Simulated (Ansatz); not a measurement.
NbAs$_{2}$ in space group C2/m (No. 12; Nb on 4i, As on 4i, As on 4i) at seven volumes, PBEsol (plane waves, PAW; program Ansatz), shape and atoms relaxed at each. One row is withheld.

```
V (Å³/atom)  P (GPa)
-----------  -------
16.114         15.85
16.645          9.71
17.176             ?
17.708          0.00
18.239         -3.80
18.770         -7.02
19.301         -9.75
```

Fit the shown pressures and predict the withheld one.

Third-order Birch–Murnaghan: P = (3/2)B₀(x^(7/2) − x^(5/2))[1 + (3/4)(B′ − 4)(x − 1)] with x = (V₀/V)^(2/3). Least squares on the six rows gives V₀ = 17.708 Å³/atom, B₀ = 136.7 GPa, B′ = 4.37. At V = 17.176, x = 1.0205 and P = 4.46 GPa. The run itself gave 4.46 GPa.

The workflow started from a Materials Project entry (that database holds measured and hypothetical structures alike); the Crystallography Open Database files this formula in space group No. 12, but the cells were not matched. Its standing as an ambient phase is unchecked. The PBEsol relaxation kept the symmetry of its start; whether a distortion lowers the energy is not shown. No spin polarisation was allowed.

Potentials: the later of the program's two PAW sets.
